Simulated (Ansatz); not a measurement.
One crystal and one scan (energy over volume and axial ratio) at two levels, PBE (plane waves to 420 eV, PAW, scalar-relativistic; Ansatz, an electronic-structure program) and PBEsol (plane waves to 420 eV, PAW, scalar-relativistic; Ansatz), each from its own relaxed cell and on its own mesh. The cell shown is that of PBE.

Cu₂O (cuprite type, space group Pn-3m)

```yaml
crystal:
  lattice:
    - [4.29909, 0.00000, 0.00000]
    - [0.00000, 4.29909, 0.00000]
    - [0.00000, 0.00000, 4.29909]
  atoms:
    - { symbol: Cu, position: [0.75000, 0.75000, 0.75000] }
    - { symbol: Cu, position: [0.75000, 0.25000, 0.25000] }
    - { symbol: Cu, position: [0.25000, 0.75000, 0.25000] }
    - { symbol: Cu, position: [0.25000, 0.25000, 0.75000] }
    - { symbol: O, position: [0.00000, 0.00000, 0.00000] }
    - { symbol: O, position: [0.50000, 0.50000, 0.50000] }
```

Two coordinates are scanned: the volume, and the ratio of the stretch along z (the conventional c axis) to the stretch across it. Atoms keep their fractional coordinates.

E stands for the smeared free energy. Cu2O is run without spin polarisation. Cu2O was relaxed with its symmetry unable to fall. The PAW data are Ansatz's earlier set. Percentages come from the unrounded values. Both scans cover V/V₀ from 0.920 to 1.080 and (c/a)/(c/a)₀ from 0.960 to 1.040.

| quantity | PBE | PBEsol | PBE − PBEsol |
|---|---|---|---|
| Lattice constant a (Å) | 4.299 | 4.222 | +0.077 (+1.8 %) |
| Shear modulus C′ = (C11 − C12)/2 (fit, atoms clamped) (GPa) | 9.5 | 8.7 | +0.8 (+9 %) |

PBE gives the higher value for: lattice constant a; shear modulus C′.

(A scan under strain: stresses follow from slopes of the energy per volume, elastic moduli from its curvatures.)
